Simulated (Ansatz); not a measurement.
Given:

Ga2O3:
```cif
data_Ga2O3
_chemical_formula_sum 'Ga2 O3'
_space_group_name_H-M_alt 'P 1'
_space_group_IT_number 1
_cell_length_a 2.99335
_cell_length_b 2.99335
_cell_length_c 6.96967
_cell_angle_alpha 90.000
_cell_angle_beta 90.000
_cell_angle_gamma 120.000
loop_
_space_group_symop_operation_xyz
  'x, y, z'
loop_
_atom_site_label
_atom_site_type_symbol
_atom_site_fract_x
_atom_site_fract_y
_atom_site_fract_z
_atom_site_occupancy
Ga1 Ga 0.33333 0.66667 0.20015 1
Ga2 Ga 0.66667 0.33333 0.79985 1
O1 O 0.00000 0.00000 0.00000 1
O2 O 0.33333 0.66667 0.69502 1
O3 O 0.66667 0.33333 0.30498 1
```

This is the PBEsol-relaxed structure.

All from plane-wave PAW PBEsol (Ansatz code), unless another level is named. Estimate the electronic dielectric constant ε∞ (DFPT).

4.40 (xx = yy), 3.36 (zz).

Give the Born charges (a third of the trace).

Ga +2.97, O -2.29 to -1.83 e.

Space group P-3m1 (La2O3 or Ni2Al3 type). A made-up cell: these elements were put on the sites of a structure type; neither database checked (COD, Materials Project) lists it. It is not the phase usual at ambient conditions (space group No. 12, 167). The PBEsol relaxation kept the symmetry of its start. At this level the phase is dynamically unstable (imaginary phonons). Spin–orbit coupling is left out wherever it is not named.

Potentials: the earlier of the program's two PAW sets. The files were generated under PBE; for other functionals the program regenerates the frozen cores, and for LDA and PBEsol the local potential too.
